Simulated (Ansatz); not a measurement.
Structure: an ordered 6-atom cell of InGa2P3 on the zincblende lattice (I-4m2), at its r2SCAN minimum. It is tetragonal, I-4m2 (No. 119); a = 3.951 Å, c = 16.911 Å in the conventional setting, 21.99 Å³ an atom. Ga is surrounded by 4 P at 2.38 Å; P is surrounded by 4 Ga at 2.38 Å; P is surrounded by 2 Ga at 2.38 Å and 2 In at 2.52 Å; In is surrounded by 4 P at 2.52 Å.

```cif
data_structure
_symmetry_space_group_name_H-M 'I-4m2'
_symmetry_Int_Tables_number 119
_cell_length_a 3.9506
_cell_length_b 3.9506
_cell_length_c 16.9113
_cell_angle_alpha 90.000
_cell_angle_beta 90.000
_cell_angle_gamma 90.000
_cell_volume 263.93
loop_
_atom_site_label
_atom_site_type_symbol
_atom_site_symmetry_multiplicity
_atom_site_Wyckoff_symbol
_atom_site_fract_x
_atom_site_fract_y
_atom_site_fract_z
_atom_site_occupancy
Ga1 Ga 4 e 0.50000 0.50000 0.32899 1
P1 P 2 d 0.50000 0.00000 0.25000 1
P2 P 4 f 0.00000 0.50000 0.09289 1
In1 In 2 b 0.50000 0.50000 0.00000 1
```

The questions ask for values computed with Ansatz on this geometry. The cell comes from a prototype generator: it can be a known phase or a hypothetical one. No magnetic order is allowed.

(1) What gap does PBE give, and where are the band edges?

(2) How does the gap change from PBE to PBE+SOC (10×10×10)?

(3) What does r2SCAN give for the gap (10×10×10 mesh)?

(4) What do these levels agree on?

Answers

(1) PBE gives a direct gap of 1.17 eV at Γ.

(2) The PBE+SOC gap is direct at Γ: 1.14 eV. The gap differs by -0.03 eV from PBE's.

(3) The r2SCAN gap is direct at Γ: 1.62 eV. The gap differs by +0.45 eV from PBE's.

(4) Spin-orbit coupling moves the least or the direct gap by up to 0.03 eV, so it can be left out where a tenth of an eV counts. Among these functionals the gap stays direct.

Only the levels marked +SOC include spin-orbit coupling.
